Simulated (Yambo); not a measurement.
## GaAlP2: sweep of GW parameters

G0W0@PBEsol for GaAlP2 (space group P-4m2, No. 115) in Yambo. Reference settings: 4×4×2 Γ-centred k mesh, 232 bands and a 7 Ry block in the screening, 232 bands in G with the Bruneval-Gonze terminator, plasmon pole fitted at 27.2 eV. The PBEsol gap Γ → M on this mesh is 1.45 eV; G0W0 gaps are taken between the same points.

```
change from the reference       G0W0 gap Γ → M (eV)  shift of the valence edge (eV)        rough Yambo cost
------------------------------  -------------------  ------------------------------  ----------------------
reference settings                             2.15                           -0.54                       1
86 bands in W, 86 bands in G                   2.14                           -0.24               about 1/3
148 bands in W, 148 bands in G                 2.14                           -0.44  within a factor of two
86 bands in G                                  2.14                           -0.45                       –
148 bands in G                                 2.14                           -0.52                       –
1 Ry block                                     1.87                            0.06  within a factor of two
3 Ry block                                     1.90                           -0.26  within a factor of two
6 Ry block                                     2.12                           -0.51  within a factor of two
pole fitted at 10 eV                           2.13                           -0.41                       –
no random integration                          2.13                           -0.43                       –
2×2×2 mesh                                     2.08                           -0.50               about 1/7
86 bands in G, no terminator                   2.01                            0.01                       –
148 bands in G, no terminator                  2.07                           -0.30                       –
no terminator                                  2.11                           -0.44                       –
```

The reference isn't shown to be the converged limit. Costs are rough (shared machines), scaled to the same edge states, and given only for runs that recompute the screening.

The standard potential for Ga keeps a d shell in the valence without the s and p states of that shell. In tests on such compounds this moved G0W0 gaps by up to about 0.9 eV, so absolute quasiparticle energies here are unreliable; differences between settings are what counts.

Spin-orbit coupling is included.

Geometry relaxed with PBEsol; primitive cell a = 3.861 Å, b = 3.861 Å, c = 5.447 Å, α = 90.00°, β = 90.00°, γ = 90.00°.

The structure is a Materials Project entry; no match was found in the copy of COD used, and its stability was not checked.

A shift is the quasiparticle energy of the state minus its PBEsol energy.
